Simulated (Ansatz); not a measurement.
# Property card for MoRu

MoRu:
```yaml
crystal:
  lattice:
    - [2.73949, 0.00000, 0.00000]
    - [-1.36974, 2.37247, 0.00000]
    - [0.00000, 0.00000, 4.40104]
  atoms:
    - { symbol: Mo, position: [0.66667, 0.33333, 0.00000] }
    - { symbol: Ru, position: [0.33333, 0.66667, 0.50000] }
```

Space group P-6m2 (No. 187); conventional cell a = 2.739 Å, b = 2.739 Å, c = 4.401 Å, α = 90.00°, β = 90.00°, γ = 120.00°.

Method: PBEsol (plane waves, PAW; program Ansatz). Structure relaxed to zero pressure with the same functional. Other levels are named where they apply.

**Cell and energy**

| Property | Result |
|---|---|
| Volume per atom | 14.30 Å³ |
| Density | 11.44 g/cm³ |
| Formation energy from the elements (no fitted shifts) | 0.069 eV/atom |

**Electronic structure**

| Item | Result |
|---|---|
| Electronic character | metallic (no gap) |
| Density of states at the Fermi level | 0.85 states/eV per atom (mean over ±0.08 eV) |
| Gap with spin–orbit coupling | none (metallic) |

**Mechanics**

| Item | Result |
|---|---|
| Bulk modulus (Birch–Murnaghan fit) | 301 GPa |
| Pressure derivative B′ | 4.4 |
| Elastic constants (relaxed ions, GPa) | C11 = 469, C12 = 246, C13 = 180, C33 = 570, C44 = 122 |
| Mechanical stability | stable (all eigenvalues of C positive) |
| Hill bulk and shear moduli | 302 and 129 GPa |
| Young's modulus | 339 GPa |
| Poisson's ratio | 0.31 |
| Debye temperature from the elastic constants | 461 K |

**Phonons**

| Item | Result |
|---|---|
| Highest zone-centre frequency | 167 cm⁻¹ |
| Zone-centre stability | no imaginary mode at Γ |

The workflow started from a Materials Project entry (that database holds measured and hypothetical structures alike); the Crystallography Open Database copy checked does not list it. With Mo and Ru taken as one species the cell has the higher symmetry P6_3/mmc, so it may be an ordered model of a mixed-site phase. Whether it is the stable phase at ambient conditions was not checked. The PBEsol relaxation kept the symmetry of its start. No spin polarisation was allowed. As this level gives no gap, shear constants depend on the k-mesh and smearing (Fermi–Dirac, 0.1 eV here). As this level gives no gap, phonon frequencies hold no LO–TO term and depend on the k-mesh and smearing (Fermi–Dirac, 0.1 eV here). Axis ratios of metals converge slowly with the k-mesh, so a and c are less sure than the volume. On the denser mesh and wider smearing of the elastic run this cell carries a stress of 0.4 GPa. The references are the lowest solids computed at this level, not always the standard phases. Spin–orbit coupling is left out wherever it is not named.

Potentials: the later of the program's two PAW sets.
